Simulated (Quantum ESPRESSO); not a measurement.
# Zn2AlO3F: convergence and cost over cutoff and k mesh

Computed values, not a measurement. The program is pw.x of Quantum ESPRESSO 7.5 (plane-wave density functional theory). The cell is made up: 7 atoms on a zincblende/diamond lattice with one site empty, with randomly drawn elements, strain and displacements, not relaxed. PseudoDojo standard norm-conserving files (v0.5 for PBE, v0.4.1 for LDA and PBEsol) set the functional; there is no spin polarisation, spin-orbit coupling or dispersion term, and the masses in the input are unused placeholders.

Input of the run in row 4:

```
&control calculation='scf', pseudo_dir='./dojo.nc.sr.pbe.v0_5.standard.upf', outdir='./o', disk_io='medium', tprnfor=.true., tstress=.true. /
&system ibrav=0, nat=7, ntyp=4, nbnd=40, ecutwfc=84.00895049, nosym=.true., tot_charge=0,
 occupations='smearing', smearing='fd', degauss=0.0018374661
/
&electrons conv_thr=7.350e-09, electron_maxstep=60, /
ATOMIC_SPECIES
Al 1.0 Al.upf
F 1.0 F.upf
O 1.0 O.upf
Zn 1.0 Zn.upf
CELL_PARAMETERS angstrom
4.6653 0.059 0.0286
0.059 4.6786 -0.0109
0.0286 -0.0109 4.5603
ATOMIC_POSITIONS angstrom
Zn -0.0443 -0.0011 -0.0139
Al 0.0266 2.3168 2.2849
Zn 2.3553 2.3713 -0.0241
O 1.1811 1.1988 1.1633
O 1.2034 3.5283 3.4502
F 3.4981 1.2181 3.4637
O 3.6048 3.5446 1.1663
K_POINTS automatic
4 4 4 1 1 1
```

The same cell was run at these settings. Meshes are shifted by half a step, and differences are from the last row, which is itself not exact.

| cutoff (eV) | k mesh | k points solved | threshold (eV) | free energy less the last row's (eV) | pressure (GPa) | largest stress difference (GPa) | largest force difference (eV/Å) | iterations | wall time (s) | k-point pools | processor |
| --- | --- | --- | --- | --- | --- | --- | --- | --- | --- | --- | --- |
| 800 | 2 x 2 x 2 | 4 | 1e-04 | 3.211 | -57.14 | 46.39 | 0.067 | 8 | 19 | 1 | AMD EPYC, Zen 5 class |
| 1143 | 1 x 1 x 1 | 1 | 1e-07 | 1.147 | -9.75 | 1.63 | 0.254 | 11 | 18 | 1 | AMD EPYC, Zen 5 class |
| 647 | 4 x 4 x 4 | 32 | 1e-07 | 29.908 | -275.47 | 264.82 | 0.225 | 11 | 75 | 1 | AMD EPYC, Zen 5 class |
| 1143 | 4 x 4 x 4 | 32 | 1e-07 | 0.001 | -11.21 | 0.02 | 0.001 | 12 | 222 | 1 | AMD EPYC, Zen 5 class |
| 1437 | 6 x 6 x 6 | 108 | 1e-07 | 0.000 | -11.19 | 0.00 | 0.000 | 12 | 830 | 1 | AMD EPYC, Zen 5 class |

Each pool is one process. Wall times include start-up and a band step at six k points, which weighs most on the coarsest meshes. The runs were on shared virtual cores whose load varied, so times are rough.